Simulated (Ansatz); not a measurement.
BeSe:
```
CELL_PARAMETERS angstrom
      0.00000     2.54067     2.54067
      2.54067     0.00000     2.54067
      2.54067     2.54067     0.00000
ATOMIC_POSITIONS crystal
  Se 0.75000 0.75000 0.75000
  Be 0.00000 0.00000 0.00000
```

Relaxed with LDA. Special points in fractions of this cell's reciprocal vectors: Γ (0.000, 0.000, 0.000); X (0.500, 0.000, 0.500); U (0.625, 0.250, 0.625); K (0.375, 0.375, 0.750); L (0.500, 0.500, 0.500); W (0.500, 0.250, 0.750).

Question: List the band energies nearest the valence-band maximum at these points for DFT-LDA in the program Ansatz with PAW potentials.

Answer: In eV from the valence-band maximum; about four levels below and three above (degenerate sets whole), none deeper than 8.9 eV; points with the same levels are listed once.

```
k              below                  above
-  -----------------  ---------------------
Γ     0.00 0.00 0.00    4.43 4.95 4.95 4.95
X  -5.25 -2.80 -2.80  2.40 4.15 11.88 11.88
U  -4.80 -4.26 -2.34         3.61 6.82 9.80
L  -5.96 -1.13 -1.13         4.39 5.92 5.92
W  -4.51 -4.03 -3.50         6.07 7.13 7.27
```

Space group F-43m (zinc blende). The cell was relaxed with LDA under the symmetry of its start; phonons on a q-mesh show no instability. Scalar-relativistic: spin–orbit coupling is off unless named, which matters more the heavier the elements.

Potentials: the later of the program's two PAW sets.
